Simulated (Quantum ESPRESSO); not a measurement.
# Band energies of HgAl2S4

```
CELL_PARAMETERS angstrom
     -2.78791     2.78791     5.12299
      2.78791    -2.78791     5.12299
      2.78791     2.78791    -5.12299
ATOMIC_POSITIONS crystal
  Al 0.25000 0.75000 0.50000
  Al 0.50000 0.50000 0.00000
  S  0.14536 0.59746 0.01354
  S  0.40254 0.41608 0.54790
  S  0.58392 0.13182 0.98646
  S  0.86818 0.85464 0.45210
  Hg 0.00000 0.00000 0.00000
```

PBEsol (pw.x of Quantum ESPRESSO, ONCV potentials, scalar-relativistic); path ΓXYSΓZS1NPY1Z,XP; energies in eV from the valence-band maximum.

| k (1/Å) | point | band 21 | band 22 | band 23 | band 24 | band 25 | band 26 | band 27 | band 28 |
|---|---|---|---|---|---|---|---|---|---|
| 0.00 | Γ | -1.19 | -1.19 | -0.12 | -0.09 | -0.09 | 1.99 | 3.51 | 4.49 |
| 0.20 |  | -1.22 | -1.04 | -0.55 | -0.21 | -0.11 | 2.50 | 3.82 | 4.73 |
| 0.40 |  | -1.28 | -0.88 | -0.77 | -0.40 | -0.16 | 3.10 | 4.41 | 4.89 |
| 0.60 |  | -1.08 | -0.83 | -0.62 | -0.28 | -0.11 | 2.97 | 4.62 | 4.71 |
| 0.80 | X | -1.11 | -0.46 | -0.37 | -0.27 | -0.03 | 2.48 | 4.50 | 4.83 |
| 0.80 | Y | -1.26 | -0.56 | -0.45 | -0.40 | -0.10 | 2.82 | 4.62 | 5.00 |
| 1.19 | S | -1.32 | -1.18 | -0.96 | -0.34 | -0.03 | 3.53 | 4.16 | 4.57 |
| 1.38 |  | -1.32 | -1.23 | -0.90 | -0.35 | -0.06 | 3.71 | 4.77 | 4.86 |
| 1.56 |  | -1.27 | -1.05 | -0.67 | -0.53 | -0.15 | 3.29 | 4.52 | 4.92 |
| 1.74 |  | -1.26 | -1.05 | -0.46 | -0.23 | -0.13 | 2.48 | 3.79 | 4.69 |
| 1.92 | Γ | -1.19 | -1.19 | -0.12 | -0.09 | -0.09 | 1.99 | 3.51 | 4.49 |
| 2.13 |  | -1.10 | -1.10 | -0.43 | -0.24 | -0.24 | 2.35 | 3.73 | 4.62 |
| 2.33 |  | -0.99 | -0.99 | -0.82 | -0.45 | -0.45 | 2.77 | 4.16 | 4.16 |
| 2.54 | Z | -1.08 | -1.08 | -0.90 | -0.43 | -0.43 | 2.79 | 3.75 | 3.75 |
| 2.74 |  | -1.27 | -1.06 | -0.69 | -0.57 | -0.22 | 3.05 | 3.78 | 3.99 |
| 2.93 | S1 | -1.32 | -1.18 | -0.96 | -0.34 | -0.03 | 3.53 | 4.16 | 4.57 |
| 3.11 |  | -1.48 | -1.13 | -0.90 | -0.34 | -0.06 | 3.65 | 4.60 | 4.83 |
| 3.28 | N | -1.60 | -1.00 | -0.85 | -0.41 | -0.15 | 3.69 | 4.91 | 5.11 |
| 3.42 |  | -1.45 | -0.97 | -0.78 | -0.38 | -0.15 | 3.54 | 4.83 | 4.96 |
| 3.56 |  | -1.25 | -0.88 | -0.66 | -0.32 | -0.17 | 3.19 | 4.69 | 4.82 |
| 3.85 | P | -1.14 | -0.55 | -0.43 | -0.40 | -0.16 | 2.68 | 4.65 | 4.70 |
| 4.04 |  | -1.08 | -0.54 | -0.49 | -0.30 | -0.10 | 2.67 | 4.60 | 4.83 |
| 4.23 | Y1 | -1.26 | -0.56 | -0.45 | -0.40 | -0.10 | 2.82 | 4.62 | 5.00 |
| 4.35 |  | -1.33 | -0.67 | -0.50 | -0.47 | -0.18 | 3.04 | 4.48 | 4.83 |
| 4.57 |  | -1.32 | -0.91 | -0.67 | -0.48 | -0.32 | 3.05 | 3.87 | 4.03 |
| 4.68 |  | -1.23 | -1.02 | -0.79 | -0.45 | -0.39 | 2.88 | 3.76 | 3.82 |
| 4.79 | Z | -1.08 | -1.08 | -0.90 | -0.43 | -0.43 | 2.79 | 3.75 | 3.75 |
| 4.79 | X | -1.11 | -0.46 | -0.37 | -0.27 | -0.03 | 2.48 | 4.50 | 4.83 |
| 5.10 | P | -1.14 | -0.55 | -0.43 | -0.40 | -0.16 | 2.68 | 4.65 | 4.70 |

The PBEsol gap is 1.99 eV; at least one edge lies off the plotted path, at a point of the SCF mesh. The smallest direct gap is 2.08 eV. Another valence extremum on the path lies within 0.02 eV, too close to call.

Spin-orbit coupling is left out, which matters for elements this heavy: edges can move by tenths of an eV.

Geometry of the Materials Project entry, not relaxed at this level.
